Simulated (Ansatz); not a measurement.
Bi$_{2}$Te$_{3}$:
```
Bi2Te3
1.0
    4.35129     0.00000     0.00000
   -2.17565     3.76833     0.00000
    0.00000     0.00000    10.56082
Bi Te
2 3
Direct
  0.33333   0.66667   0.19182
  0.66667   0.33333   0.80818
  0.00000   0.00000   0.00000
  0.33333   0.66667   0.64419
  0.66667   0.33333   0.35581
```

Relaxed with PBEsol. Special points in fractions of this cell's reciprocal vectors: Γ (0.000, 0.000, 0.000); M (0.500, 0.000, 0.000); K (0.333, 0.333, 0.000); A (0.000, 0.000, 0.500); L (0.500, 0.000, 0.500); H (0.333, 0.333, 0.500).

Q: List the band energies nearest the valence-band maximum at these points for the program Ansatz at the PBEsol level (PAW).

A: In eV from the valence-band maximum; about four levels below and three above (degenerate sets whole), none deeper than 8.9 eV; points with the same levels are listed once.

```json
[
 {"k": "Γ", "below": "-1.45 -1.45 -0.72 -0.72 0.00", "above": "0.47 1.05 1.05"},
 {"k": "M", "below": "-2.33 -1.98 -1.22 -0.85", "above": "0.81 2.06 2.46"},
 {"k": "K", "below": "-2.42 -2.42 -1.44 -1.44 -1.40", "above": "0.91 2.62 2.62"},
 {"k": "A", "below": "-1.23 -1.23 -0.88 -0.88 -0.43", "above": "0.82 1.12 1.12"},
 {"k": "L", "below": "-1.99 -1.76 -0.87 -0.87", "above": "0.88 1.45 1.66"},
 {"k": "H", "below": "-3.29 -3.29 -1.97 -0.41 -0.41", "above": "1.69 1.69 1.95"}
]
```

Space group P-3m1 (La2O3 or Ni2Al3 type). A made-up cell: these elements were put on the sites of a structure type; neither database checked (COD, Materials Project) lists it. It is not the phase usual at ambient conditions (space group No. 166). The cell was relaxed with PBEsol under the symmetry of its start; of distortions, only those at the zone centre were tested. Spin–orbit coupling is left out wherever it is not named.

Potentials: the later of the program's two PAW sets.
